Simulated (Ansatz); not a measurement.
Li₂Pd in space group P6/mmm (No. 191; Pd on 1a, Li on 2d) under volume change, r²SCAN (plane waves, PAW; program Ansatz), shape and atoms relaxed at each volume.

```csv
V (Å³/atom),E − E(relaxed) (meV/atom),P (GPa)
12.567,(withheld),(withheld)
12.981,8.9,3.63
13.396,(withheld),(withheld)
13.810,0.0,0.00
14.224,1.9,-1.44
14.639,7.3,-2.67
15.053,15.6,-3.74
```

**Question.** Some entries are withheld; supply them.

**Answer.** 
- 12.567, E − E(relaxed) (meV/atom): 21.1
- 12.567, P (GPa): 5.90
- 13.396, E − E(relaxed) (meV/atom): 2.1
- 13.396, P (GPa): 1.67

**Question.** What does a third-order Birch–Murnaghan fit give for V₀, B₀ and B′?

**Answer.** V₀ = 13.81 Å³/atom, B₀ = 51.7 GPa, B′ = 4.1.

The workflow started from an entry of the Crystallography Open Database (COD). Whether it is the stable phase at ambient conditions was not checked. Symmetry was held in the r²SCAN relaxation; whether a distortion lowers the energy is not shown. No spin polarisation was allowed.

Potentials: the later of the program's two PAW sets.
